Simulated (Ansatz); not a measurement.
CuHCSO5, one structure, two calculations

Cell: a COD entry, its atoms then relaxed with PBE in this cell.

Space group P2_1/c (No. 14); a = 8.5900, b = 4.8980, c = 12.0274 Å, β = 95.19°.

```csv
site,Wyckoff,site symmetry,x,y,z
Cu,4e,1,0.2394,0.2457,0.0348
H,4e,1,0.8941,0.1241,0.2932
C,4e,1,0.3995,0.0996,0.1172
S,4e,1,0.8841,0.2455,0.1211
O17,4e,1,0.0417,0.3741,0.1222
O21,4e,1,0.8350,0.2639,0.2438
O25,4e,1,0.7614,0.3976,0.0544
O29,4e,1,0.5003,0.9897,0.1673
O33,4e,1,0.8909,0.9544,0.0913
```

One atom of each set is listed.

First run. Computed with Ansatz: DFT, PBE, plane waves and PAW, scalar-relativistic, 420 eV cutoff, Γ-centred 3×5×2 k-points, Fermi–Dirac smearing 0.02 eV.

```csv
site,V_zz (10²¹ V/m²),η
Cu,-2.02,0.82
H,2.62,0.18
C,-6.76,0.02
S,3.36,0.38
O17,14.09,0.29
O21,14.94,0.90
O25,14.06,0.08
O29,-3.57,0.14
O33,13.78,0.21
```

Second run. The same atoms and settings, except that the gradients are read without the response of the frozen cores to their surroundings (frozen_core: stored), which the first run includes.

**Question.** Given the first result, estimate the second.

**Answer.** 

```json
{"site": "Cu", "V_zz": "-2.45", "η": "0.67", "change of V_zz": "-0.43"}
{"site": "H", "V_zz": "2.62", "η": "0.18", "change of V_zz": "0.00"}
{"site": "C", "V_zz": "-6.69", "η": "0.02", "change of V_zz": "+0.07"}
{"site": "S", "V_zz": "3.31", "η": "0.39", "change of V_zz": "-0.05"}
{"site": "O17", "V_zz": "14.51", "η": "0.29", "change of V_zz": "+0.42"}
{"site": "O21", "V_zz": "15.34", "η": "0.90", "change of V_zz": "+0.40"}
{"site": "O25", "V_zz": "14.49", "η": "0.08", "change of V_zz": "+0.43"}
{"site": "O29", "V_zz": "-3.45", "η": "0.14", "change of V_zz": "+0.12"}
{"site": "O33", "V_zz": "14.20", "η": "0.21", "change of V_zz": "+0.42"}
```

The largest change of V_zz is on Cu, from -2.02 to -2.45. In per cent, |V_zz| changes by +21 on Cu, 0 on H, -1 on C, -1 on S, -3 to +3 on O (all sites that start above 0.5). Where |V_zz| stays above 0.1, η moves most on Cu, from 0.82 to 0.67.

The entry's hydrogen positions were far off; the other atoms hardly move on relaxation.
